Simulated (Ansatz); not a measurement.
Optical constants of KLi

Computed with DFT PBEsol, scalar-relativistic, plane waves, PAW (Ansatz 0.2.0). Cutoff 420 eV, 12×12×8 k-points (Γ-centred), Fermi-Dirac smearing of 0.15 eV. No spin polarisation.

Equilibrium structure at this level:
```yaml
crystal:
  lattice:
    - [4.04570, 0.00000, 0.00000]
    - [-2.02285, 3.50367, 0.00000]
    - [0.00000, 0.00000, 6.22993]
  atoms:
    - { symbol: K, position: [0.33333, 0.66667, 0.50000] }
    - { symbol: Li, position: [0.00000, 0.00000, 0.00000] }
```

The cell was built by swapping an element in a database structure (itself possibly hypothetical) and relaxing; it need not be the stable form of this composition. In a metal these results depend on the k mesh and the smearing.

Independent-particle response (no local fields, no excitons) on a 21×21×12 mesh, broadened by 0.1 eV; the Drude term is undamped and its weight carries the smearing above, which sets much of it in a semimetal. The run couldn't bound its error over part or most of this range, so small peaks and near ties are unsure. Light polarised along y. ε₁ lacks the small share of bands above those solved.

(1) Tabulate n, κ, the reflectivity and the absorption coefficient against photon energy.

(2) Where is the highest local maximum of ε₂ between 0.3 and 7 eV?

Answers

(1)
| E (eV) | n | κ | R | α (10⁵ cm⁻¹) |
| --- | --- | --- | --- | --- |
| 0.3 | 0.37 | 14.31 | 0.99 | 4.35 |
| 0.8 | 0.51 | 6.27 | 0.95 | 5.08 |
| 1.3 | 0.21 | 3.77 | 0.95 | 4.97 |
| 1.8 | 0.13 | 2.61 | 0.93 | 4.76 |
| 2.3 | 0.13 | 1.92 | 0.89 | 4.47 |
| 2.8 | 0.13 | 1.48 | 0.85 | 4.19 |
| 3.3 | 0.11 | 1.13 | 0.82 | 3.77 |
| 3.8 | 0.11 | 0.83 | 0.78 | 3.19 |
| 4.3 | 0.12 | 0.50 | 0.69 | 2.16 |
| 4.8 | 0.34 | 0.17 | 0.25 | 0.83 |
| 5.3 | 0.55 | 0.12 | 0.09 | 0.62 |
| 5.8 | 0.68 | 0.09 | 0.04 | 0.53 |
| 6.3 | 0.77 | 0.09 | 0.02 | 0.58 |
| 6.8 | 0.84 | 0.08 | 0.01 | 0.58 |
| 7.3 | 0.86 | 0.11 | 0.01 | 0.79 |

(2) At 0.5 eV, where ε₂ = 31.5.